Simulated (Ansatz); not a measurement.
MgZn₂:
```cif
data_Mg4Zn8
_chemical_formula_sum 'Mg4 Zn8'
_space_group_name_H-M_alt 'P 1'
_space_group_IT_number 1
_cell_length_a 5.14976
_cell_length_b 5.14976
_cell_length_c 8.36620
_cell_angle_alpha 90.000
_cell_angle_beta 90.000
_cell_angle_gamma 120.000
loop_
_space_group_symop_operation_xyz
  'x, y, z'
loop_
_atom_site_label
_atom_site_type_symbol
_atom_site_fract_x
_atom_site_fract_y
_atom_site_fract_z
_atom_site_occupancy
Mg1 Mg 0.33333 0.66667 0.06261 1
Mg2 Mg 0.66667 0.33333 0.93739 1
Mg3 Mg 0.66667 0.33333 0.56261 1
Mg4 Mg 0.33333 0.66667 0.43739 1
Zn1 Zn 0.00000 0.00000 0.00000 1
Zn2 Zn 0.00000 0.00000 0.50000 1
Zn3 Zn 0.16959 0.33919 0.75000 1
Zn4 Zn 0.83041 0.66081 0.25000 1
Zn5 Zn 0.83041 0.16959 0.25000 1
Zn6 Zn 0.16959 0.83041 0.75000 1
Zn7 Zn 0.66081 0.83041 0.75000 1
Zn8 Zn 0.33919 0.16959 0.25000 1
```

Relaxed with r²SCAN.

Task: Tabulate the valence density and the electron localisation function along the shortest Mg–Mg contact (3.14 Å), r²SCAN (plane waves, PAW; program Ansatz).

Result: 

```csv
distance from Mg (Å),density (e/Å³),ELF
0.31,15.20,0.35
0.47,5.65,0.44
0.63,1.27,0.34
0.78,0.26,0.10
0.94,0.12,0.03
1.10,0.10,0.07
1.25,0.09,0.20
1.41,0.09,0.30
1.57,0.09,0.33
1.72,0.09,0.30
1.88,0.09,0.20
2.04,0.10,0.07
2.19,0.12,0.03
2.35,0.26,0.10
2.51,1.27,0.34
2.67,5.65,0.44
2.82,15.20,0.35
```

The density is the valence pseudo-density with augmentation charge, so density and ELF within about 1 Å of a nucleus are not all-electron values.

Space group P6_3/mmc. The first step of the workflow began from a Materials Project structure, measured or hypothetical; the Crystallography Open Database copy checked does not list it. Whether it is the stable phase at ambient conditions was not checked. The cell was relaxed with r²SCAN under the symmetry of its start; whether a distortion lowers the energy is not shown.

Potentials: the later of the program's two PAW sets.
